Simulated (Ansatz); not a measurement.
## How much does the functional matter for the cell of CsCaBO3?

The starting cell is an entry of the Crystallography Open Database, a measured cell (2017, 296 K):

```
Cs Ca B O
1.0
     7.57200    0.00000    0.00000
     0.00000    7.57200    0.00000
     0.00000    0.00000    7.57200
Cs Ca B O
4 4 4 12
Direct
  0.63993 0.36007 0.86007
  0.86007 0.63993 0.36007
  0.13993 0.13993 0.13993
  0.36007 0.86007 0.63993
  0.85682 0.85682 0.85682
  0.64318 0.14318 0.35682
  0.35682 0.64318 0.14318
  0.14318 0.35682 0.64318
  0.09600 0.59600 0.90400
  0.40400 0.40400 0.40400
  0.59600 0.90400 0.09600
  0.90400 0.09600 0.59600
  0.08690 0.73370 0.02420
  0.41310 0.26630 0.52420
  0.58690 0.76630 0.97580
  0.91310 0.23370 0.47580
  0.02420 0.08690 0.73370
  0.52420 0.41310 0.26630
  0.97580 0.58690 0.76630
  0.47580 0.91310 0.23370
  0.73370 0.02420 0.08690
  0.26630 0.52420 0.41310
  0.76630 0.97580 0.58690
  0.23370 0.47580 0.91310
```

Atoms and cell were relaxed at zero pressure with plane-wave PAW DFT (Ansatz 0.2.0; one set of PAW datasets, made under PBE, for all functionals; 420 eV, r2SCAN 500 eV; 4×4×4 Γ-centred mesh, fermi-dirac occupations of width 0.020 eV; no spin polarisation, no spin-orbit coupling, no dispersion correction), keeping the symmetry (P2_13, No. 198).

Four functionals were used, LDA, PBEsol, PBE and r2SCAN. Their relaxed conventional cells, unnamed:

```
run  a (Å)  volume (Å³/atom)
  A  7.398             16.87
  B  7.572             18.09
  C  7.519             17.71
  D  7.647             18.63
```

**Question.** Which run is LDA's and which PBE's?

**Answer.** A is LDA, which overbinds and gives the smallest cell, and D is PBE, as a rule the largest. Of the two between, C is PBEsol and B is r2SCAN, an order that varies from crystal to crystal. Formation energies in eV an atom: LDA -2.856, PBEsol -2.628, PBE -2.573, r2SCAN -2.774.

Caveats: each relaxation keeps the start's symmetry, so a distorted cell may lie lower; computed cells are at 0 K with fixed nuclei; formation energies are at zero smearing against the elements' usual phases under the same functional, gases as free molecules, uncorrected.
